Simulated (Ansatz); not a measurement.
This run works on a generated trial structure, not on a known crystal.

Input and command of a plane-wave DFT calculation in Ansatz:

```yaml
crystal:
  lattice:
    - [6.37647618, 0.0, 0.0]
    - [-3.18823809, 5.52219036, 0.0]
    - [0.0, 0.0, 10.21529001]
  atoms:
    - { symbol: Ba, position: [0.33333333, 0.66666667, 0.74708201] }
    - { symbol: Ba, position: [0.66666667, 0.33333333, 0.25291799] }
    - { symbol: Ba, position: [0.5, 0.0, 0.0] }
    - { symbol: Ba, position: [0.0, 0.5, 0.0] }
    - { symbol: Ba, position: [0.5, 0.5, 0.0] }
    - { symbol: Ba, position: [0.0, 0.0, 0.5] }
    - { symbol: Bi, position: [0.5, 0.0, 0.5] }
    - { symbol: Bi, position: [0.0, 0.5, 0.5] }
    - { symbol: Bi, position: [0.5, 0.5, 0.5] }
    - { symbol: Bi, position: [0.0, 0.0, 0.0] }
basis:
  ecutwfc: 420
kpoints:
  mp_grid: { grid: [3, 3, 2] }
hamiltonian:
  xc: pbe
scf:
  occupations: { method: gaussian, width: 0.2 }
  lower_state_search: "off"
output:
  forces: true
  stress: true
  eigenvalues: true
relax:
  adjacent_minimum: "off"
  f_tol: 0.08
  max_steps: 16
  cell: { stress_tol: 0.8 }
```

```bash
ansatz run input.yaml --threads 1 --pin off --max-ram 2560MiB --backend cpu --events-out ev --progress --plain --runs-dir out
```

Processor: AMD EPYC 9R45 96-Core Processor (Zen 5), 1 thread, on a host shared with other jobs.

Problem. How long does it run, and how much memory does it take?

Solution. About 73 s, peak memory 0.88 GiB. It solves 72 bands at 6 k points (after reduction by symmetry) with about 12117 plane waves (on the last cell), in 93 SCF iterations over 11 ionic steps.
